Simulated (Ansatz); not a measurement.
BAs:
```xyz
2
Lattice="0.0000 2.3659 2.3659 2.3659 0.0000 2.3659 2.3659 2.3659 0.0000" Properties=species:S:1:pos:R:3 pbc="T T T"
B      3.5489     3.5489     3.5489
As     0.0000     0.0000     0.0000
```

Relaxed with LDA. Special points in fractions of this cell's reciprocal vectors: Γ (0.000, 0.000, 0.000); X (0.500, 0.000, 0.500); U (0.625, 0.250, 0.625); K (0.375, 0.375, 0.750); L (0.500, 0.500, 0.500); W (0.500, 0.250, 0.750).

Task: List the band energies nearest the valence-band maximum at these points for LDA (plane waves, PAW; program Ansatz).

Result: In eV from the valence-band maximum; about four levels below and three above (degenerate sets whole), none deeper than 8.9 eV; … stands for higher levels left out; points with the same levels are listed once.

```csv
k,below,above
Γ,0.00 0.00 0.00,3.29 3.29 3.29
X,-8.57 -4.19 -4.19,1.32 1.40 …
U,-8.17 -6.15 -3.58,1.98 5.56 9.34
L,-1.86 -1.86,2.84 4.80 4.80
W,-8.05 -5.67 -5.37,5.21 6.01 6.77
```

Space group F-43m (zinc blende). Symmetry was held in the LDA relaxation. Spin–orbit coupling is left out wherever it is not named.

Potentials: the earlier of the program's two PAW sets. The files were generated under PBE; for other functionals the program regenerates the frozen cores, and for LDA and PBEsol the local potential too.
